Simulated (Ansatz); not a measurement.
Input, command and steps of an Ansatz relaxation.

```yaml
crystal:
  lattice:
    - [0.0, 4.1161274394, 4.1161274394]
    - [4.1161274394, 0.0, 4.1161274394]
    - [4.1161274394, 4.1161274394, 0.0]
  atoms:
    - { symbol: K, position: [0.0, 0.0, 0.0] }
    - { symbol: K, position: [0.25, 0.25, 0.25] }
    - { symbol: Zr, position: [0.625, 0.625, 0.625] }
    - { symbol: Zr, position: [0.125, 0.625, 0.625] }
    - { symbol: Zr, position: [0.625, 0.625, 0.125] }
    - { symbol: Zr, position: [0.625, 0.125, 0.625] }
basis:
  ecutwfc: 420
kpoints:
  mp_grid: { grid: [4, 4, 4] }
hamiltonian:
  xc: pbe
scf:
  occupations: { method: gaussian, width: 0.1 }
  lower_state_search: "off"
output:
  forces: true
  stress: true
  eigenvalues: true
relax:
  adjacent_minimum: "off"
  f_tol: 0.04
  max_steps: 70
  cell: { stress_tol: 0.4 }
```

```bash
ansatz run input.yaml --threads 1 --pin off --max-ram 2560MiB --backend cpu --events-out ev --progress --plain --runs-dir out
```

Computed with DFT PBE, scalar-relativistic, plane waves, PAW (Ansatz).

Of 5 frames 5 are shown, positions in Å and forces in eV/Å; the SCF threshold varies from step to step. Steps run on the plane waves of an earlier cell, with a Pulay correction in the pressure. The basis is chosen afresh for the last frame, the zero of the energies, and at times for earlier ones too; energy and pressure step there, also at an unchanged geometry.

```xyz
6
Lattice="0.0000 4.1161 4.1161 4.1161 0.0000 4.1161 4.1161 4.1161 0.0000" Properties=species:S:1:pos:R:3:forces:R:3 pbc="T T T" step=1 free_energy_over_end_meV_per_atom=293.49 pressure_GPa=15.16
K     0.0000    0.0000    0.0000    0.0000    0.0000    0.0000
K     2.0581    2.0581    2.0581    0.0000    0.0000    0.0000
Zr    5.1452    5.1452    5.1452    0.0000    0.0000    0.0000
Zr    5.1452    3.0871    3.0871    0.0000    0.0000    0.0000
Zr    3.0871    3.0871    5.1452    0.0000    0.0000    0.0000
Zr    3.0871    5.1452    3.0871    0.0000    0.0000    0.0000
6
Lattice="0.0000 4.3127 4.3127 4.3127 0.0000 4.3127 4.3127 4.3127 0.0000" Properties=species:S:1:pos:R:3:forces:R:3 pbc="T T T" step=2 free_energy_over_end_meV_per_atom=68.47 pressure_GPa=6.27
K     0.0000    0.0000    0.0000    0.0000    0.0000    0.0000
K     2.1564    2.1564    2.1564    0.0000    0.0000    0.0000
Zr    5.3909    5.3909    5.3909    0.0000    0.0000    0.0000
Zr    5.3909    3.2346    3.2346    0.0000    0.0000    0.0000
Zr    3.2346    3.2346    5.3909    0.0000    0.0000    0.0000
Zr    3.2346    5.3909    3.2346    0.0000    0.0000    0.0000
6
Lattice="0.0000 4.4763 4.4763 4.4763 0.0000 4.4763 4.4763 4.4763 0.0000" Properties=species:S:1:pos:R:3:forces:R:3 pbc="T T T" step=3 free_energy_over_end_meV_per_atom=2.48 pressure_GPa=0.82
K     0.0000    0.0000    0.0000    0.0000    0.0000    0.0000
K     2.2382    2.2382    2.2382    0.0000    0.0000    0.0000
Zr    5.5954    5.5954    5.5954    0.0000    0.0000    0.0000
Zr    5.5954    3.3572    3.3572    0.0000    0.0000    0.0000
Zr    3.3572    3.3572    5.5954    0.0000    0.0000    0.0000
Zr    3.3572    5.5954    3.3572    0.0000    0.0000    0.0000
6
Lattice="0.0000 4.5031 4.5031 4.5031 0.0000 4.5031 4.5031 4.5031 0.0000" Properties=species:S:1:pos:R:3:forces:R:3 pbc="T T T" step=4 free_energy_over_end_meV_per_atom=0.99 pressure_GPa=0.09
K     0.0000    0.0000    0.0000    0.0000    0.0000    0.0000
K     2.2515    2.2515    2.2515    0.0000    0.0000    0.0000
Zr    5.6289    5.6289    5.6289    0.0000    0.0000    0.0000
Zr    5.6289    3.3773    3.3773    0.0000    0.0000    0.0000
Zr    3.3773    3.3773    5.6289    0.0000    0.0000    0.0000
Zr    3.3773    5.6289    3.3773    0.0000    0.0000    0.0000
6
Lattice="0.0000 4.5031 4.5031 4.5031 0.0000 4.5031 4.5031 4.5031 0.0000" Properties=species:S:1:pos:R:3:forces:R:3 pbc="T T T" step=5 free_energy_over_end_meV_per_atom=0.00 pressure_GPa=0.13
K     0.0000    0.0000    0.0000    0.0000    0.0000    0.0000
K     2.2515    2.2515    2.2515    0.0000    0.0000    0.0000
Zr    5.6289    5.6289    5.6289    0.0000    0.0000    0.0000
Zr    5.6289    3.3773    3.3773    0.0000    0.0000    0.0000
Zr    3.3773    3.3773    5.6289    0.0000    0.0000    0.0000
Zr    3.3773    5.6289    3.3773    0.0000    0.0000    0.0000
```

The start puts this composition into another compound's structure type, which needn't suit it. The cell swells from 23.2 to 30.4 Å³ an atom, so the end can be far from any stable crystal. At the end the space group is Fd-3m (tolerance 0.05 Å).

Time: 8.5 s on 1 thread of Intel(R) Xeon(R) 6975P-C (Granite Rapids), on a shared host, peak memory 0.5 GiB.

The k mesh is coarse.